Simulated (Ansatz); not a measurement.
MgRh:
```yaml
crystal:
  lattice:
    - [3.09069, 0.00000, 0.00000]
    - [0.00000, 3.09069, 0.00000]
    - [0.00000, 0.00000, 3.09069]
  atoms:
    - { symbol: Rh, position: [0.50000, 0.50000, 0.50000] }
    - { symbol: Mg, position: [0.00000, 0.00000, 0.00000] }
```

Relaxed with r²SCAN. Special points in fractions of this cell's reciprocal vectors: Γ (0.000, 0.000, 0.000); X (0.000, 0.500, 0.000); M (0.500, 0.500, 0.000); R (0.500, 0.500, 0.500).

Task: List the band energies nearest the Fermi level at these points for the program Ansatz at the r²SCAN with spin–orbit coupling level (PAW).

Result: In eV from the Fermi level; about four levels below and three above (degenerate sets whole), none deeper than 8.9 eV; … stands for higher levels left out; points with the same levels are listed once.

```csv
k,below,above
Γ,-0.42 -0.42 -0.42 -0.42 -0.17 -0.17,8.67 8.67 …
X,-1.36 -1.36 -0.18 -0.18,1.84 1.84 9.63 9.63
M,-1.34 -1.34 -1.21 -1.21,0.58 0.58 0.74 0.74
R,-3.46 -3.46 -3.46 -3.46 -3.31 -3.31,0.80 0.80 0.80 0.80
```

Space group Pm-3m (CsCl type). The workflow started from an entry of the Crystallography Open Database (COD). Its standing as an ambient phase is unchecked. The r²SCAN relaxation kept the symmetry of its start; whether a distortion lowers the energy is not shown. The run is not spin-polarised.

Potentials: the later of the program's two PAW sets.
